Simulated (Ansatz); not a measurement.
Values for one crystal, relaxed and computed with plane-wave PAW r²SCAN (Ansatz code); other levels are named.

```yaml
volume_per_atom: 21.76 Å³
electronic_character: metallic (no gap)
Density of states at the Fermi level: 0.35 states/eV per atom (mean over ±0.08 eV)
mechanical_stability: unstable (C has a negative eigenvalue)
Elastic constants (relaxed ions, GPa): C11 = 78.4, C12 = 39.9, C44 = -5.6
Gap with spin–orbit coupling: none (metallic)
Bulk modulus (Birch–Murnaghan fit): 51.2 GPa
```

Q: Which of these materials gives this?
(A) Cd, fcc (Cu type)
(B) Cs, simple cubic
(C) V, simple rhombohedral
(D) Al, simple cubic

A: A, Cd, fcc (Cu type)

Space group Fm-3m (fcc (Cu type)). The cell is a constructed one: a structure type filled with these elements; the Crystallography Open Database copy checked does not list it. It is not the phase usual at ambient conditions (space group No. 194). Symmetry was held in the r²SCAN relaxation. As this level gives no gap, shear constants depend on the k-mesh and smearing (Fermi–Dirac, 0.1 eV here). Scalar-relativistic: spin–orbit coupling is off unless named, which matters more the heavier the elements.

Potentials: the later of the program's two PAW sets.
